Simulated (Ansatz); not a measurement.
## Hf$_{4}$N: zone-centre modes

The calculation used DFT PBE, scalar-relativistic, plane waves, PAW (Ansatz 0.2.0). Settings: 420 eV plane-wave cutoff, Γ-centred 8×8×8 mesh, Fermi-Dirac smearing of 0.15 eV. No spin polarisation. Phonons by linear response, acoustic sum rule imposed.

The cell, relaxed at this level:
```
Hf N
1.0
     4.51521    0.00000    0.00000
     0.00000    4.51521    0.00000
     0.00000    0.00000    4.51521
Hf N
4 1
Direct
  0.50000 0.00000 0.00000
  0.00000 0.50000 0.00000
  0.00000 0.00000 0.50000
  0.50000 0.50000 0.50000
  0.00000 0.00000 0.00000
```

The cell was found from a structure generator's guess, not taken from experiment. In a metal, frequencies depend on the k mesh and the smearing, soft modes most. Spin–orbit coupling is left out, which matters for heavy elements.

Optical modes at Γ:
| frequency (cm⁻¹) | degeneracy |
| --- | --- |
| 111 | 3 |
| 118 | 3 |
| 139 | 3 |
| 472 | 3 |

All 12 optical modes at Γ are real: no displacement of atoms at fixed cell lowers the energy to second order. Strains and modes at other wave vectors aren't tested by this run.
